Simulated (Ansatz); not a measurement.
Ga₂AsP:
```yaml
crystal:
  lattice:
    - [1.96110, 1.13224, 6.40814]
    - [-1.96110, 1.13224, 6.40814]
    - [0.00000, -2.26448, 6.40814]
  atoms:
    - { symbol: Ga, position: [0.00249, 0.00249, 0.00249] }
    - { symbol: Ga, position: [0.49742, 0.49742, 0.49742] }
    - { symbol: P, position: [0.37488, 0.37488, 0.37488] }
    - { symbol: As, position: [0.87519, 0.87519, 0.87519] }
```

Relaxed with PBEsol. Independent-particle spectrum: no excitons, no local fields, no scissors shift; 0.1 eV broadening; ε₁ of the summed bands alone.

Task: Tabulate the dielectric function from PBEsol in the plane-wave PAW code Ansatz.

Result: 

```
E (eV)  ε₁ xx  ε₂ xx  ε₁ zz  ε₂ zz
------  -----  -----  -----  -----
0.0     12.61   0.00  12.58   0.00
0.3     12.71   0.00  12.68   0.00
0.6     13.04   0.00  12.99   0.00
0.9     13.80   0.07  13.63   0.01
1.2     14.63   0.65  14.61   0.61
1.5     15.41   1.32  15.40   1.15
1.8     16.78   1.89  16.79   1.66
2.1     19.71   3.12  19.74   2.64
2.4     21.11  12.71  23.43  13.24
2.7     14.28  13.15  14.34  13.77
3.0     12.34  11.92  12.48  12.42
3.3     13.14  10.91  13.04  11.44
3.6     16.86  13.06  16.66  13.31
3.9     16.34  20.50  16.09  20.49
4.2     12.26  33.51   9.97  36.59
4.5     -9.34  23.03  -8.98  21.00
4.8     -7.45  15.23  -7.09  15.23
5.1     -5.57  11.57  -5.52  11.33
5.4     -4.60  10.87  -3.96  10.36
5.7     -5.95  12.16  -5.98  13.20
6.0     -7.18   8.56  -7.07   8.47
6.3     -6.42   6.55  -6.52   6.57
6.6     -5.91   5.38  -5.87   5.28
6.9     -5.28   4.33  -5.23   4.33
7.2     -4.73   3.59  -4.67   3.61
7.5     -4.09   3.01  -4.08   3.10
7.8     -3.62   2.67  -3.66   2.68
8.1     -3.12   2.34  -3.15   2.36
8.4     -2.58   2.51  -2.67   2.56
8.7     -2.90   2.38  -2.96   2.33
9.0     -2.74   1.94  -2.75   1.87
9.3     -2.52   1.61  -2.49   1.57
9.6     -2.19   1.45  -2.19   1.46
9.9     -2.08   1.41  -2.11   1.37
10.2    -1.96   1.17  -1.93   1.11
10.5    -1.79   1.02  -1.71   1.00
10.8    -1.60   0.90  -1.55   0.95
11.1    -1.47   0.80  -1.51   0.84
11.4    -1.30   0.71  -1.32   0.69
11.7    -1.18   0.64  -1.17   0.64
12.0    -1.05   0.58  -1.03   0.59
```

Task: From ε at 2.4 eV (xx: 21.11 + 12.71i), find n, k, the normal reflectivity and the absorption coefficient.

Result: n = 4.78, k = 1.329, R = 46 %, α = 2kE/ħc = 320000 cm⁻¹.

With all bands, ε∞ without local fields is 12.7 (xx = yy), 12.7 (zz). DFPT, with local fields, gives 12.1 (xx = yy), 12.0 (zz).

Space group R3m. The first step of the workflow began from a Materials Project structure, measured or hypothetical; the Crystallography Open Database copy checked does not list it. With P and As taken as one species the cell has the higher symmetry F-43m, so it may be an ordered model of a mixed-site phase. Its standing as an ambient phase is unchecked. Symmetry was held in the PBEsol relaxation; whether a distortion lowers the energy is not shown. Spin–orbit coupling is left out wherever it is not named.

Potentials: the later of the program's two PAW sets.
